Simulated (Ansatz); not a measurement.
**Where the states of Si2Mo lie**

```cif
data_structure
_symmetry_space_group_name_H-M 'I4/mmm'
_symmetry_Int_Tables_number 139
_cell_length_a 3.2000
_cell_length_b 3.2000
_cell_length_c 7.8610
_cell_angle_alpha 90.000
_cell_angle_beta 90.000
_cell_angle_gamma 90.000
_cell_volume 80.50
loop_
_atom_site_label
_atom_site_type_symbol
_atom_site_symmetry_multiplicity
_atom_site_Wyckoff_symbol
_atom_site_fract_x
_atom_site_fract_y
_atom_site_fract_z
_atom_site_occupancy
Si1 Si 4 e 0.00000 0.00000 0.33300 1
Mo1 Mo 2 a 0.00000 0.00000 0.00000 1
```

The runs use the primitive cell with vectors (-1.600, 1.600, 3.930), (1.600, -1.600, 3.930), (1.600, 1.600, -3.930) Å, to which the k mesh refers.

The geometry is COD entry 1010282, unchecked; take it as a test cell. It is an old determination, and later ones may differ.

The calculation used DFT, PBEsol, all-electron LAPW, scalar-relativistic in Ansatz 0.2.0.

Settings: a Γ-centred 12×12×16 k mesh, Fermi–Dirac smearing of 0.03 eV, basis error target 1 meV/atom, no spin polarisation; this mesh doesn't keep the crystal's whole symmetry, which leaves small spurious terms.

**Question.** Which of the resolved shells contributes most within 0.3 eV of the Fermi level?

**Answer.** Mo 4d, with 67 % of all states there; Si 3p follows with 29 %.

**Question.** Where is the centre of the filled Mo 4d states between -14 eV and the top of the filled states?

**Answer.** -3.30 eV from the Fermi level.

**Question.** Tabulate the density of states.

**Answer.** States per eV and cell, averaged over 0.4 eV, from -5.8 to 2.8 eV, with energies (bin centres) from the Fermi level; empty bins are left out. The partial columns, the largest 4 alone, are projections on Löwdin-orthogonalised atomic shells (those that the program's projection atoms carry: the occupied ones and, for some elements, an empty d or f shell; other empty shells have no column), summed over atoms of an element. Weights on diffuse s and p shells depend on that basis and aren't pure angular character.
| E (eV) | total | Mo 4d | Si 3p | Si 3s | Mo 5s |
| --- | --- | --- | --- | --- | --- |
| -5.7 | 1.17 | 0.27 | 0.79 | 0.05 | 0.03 |
| -5.3 | 1.24 | 0.33 | 0.76 | 0.09 | 0.03 |
| -4.9 | 0.77 | 0.22 | 0.40 | 0.12 | 0.01 |
| -4.5 | 0.74 | 0.24 | 0.33 | 0.12 | 0.02 |
| -4.1 | 1.21 | 0.48 | 0.49 | 0.16 | 0.05 |
| -3.7 | 1.72 | 0.81 | 0.61 | 0.19 | 0.07 |
| -3.3 | 1.52 | 0.78 | 0.51 | 0.14 | 0.04 |
| -2.9 | 2.50 | 1.42 | 0.81 | 0.17 | 0.04 |
| -2.5 | 3.98 | 2.33 | 1.37 | 0.16 | 0.03 |
| -2.1 | 4.05 | 2.17 | 1.62 | 0.12 | 0.02 |
| -1.7 | 1.79 | 0.93 | 0.73 | 0.07 | 0.01 |
| -1.3 | 1.12 | 0.74 | 0.30 | 0.04 | 0.00 |
| -0.9 | 0.98 | 0.78 | 0.14 | 0.02 | 0.00 |
| -0.5 | 0.73 | 0.64 | 0.07 | 0.00 | 0.00 |
| -0.1 | 0.26 | 0.17 | 0.08 | 0.00 | 0.00 |
| 0.3 | 0.45 | 0.26 | 0.12 | 0.06 | 0.00 |
| 0.7 | 0.80 | 0.43 | 0.22 | 0.12 | 0.00 |
| 1.1 | 0.98 | 0.53 | 0.28 | 0.12 | 0.01 |
| 1.5 | 1.58 | 0.87 | 0.40 | 0.22 | 0.01 |
| 1.9 | 2.45 | 1.48 | 0.52 | 0.30 | 0.03 |
| 2.3 | 2.40 | 1.24 | 0.57 | 0.44 | 0.03 |
| 2.7 | 1.49 | 0.57 | 0.49 | 0.27 | 0.05 |
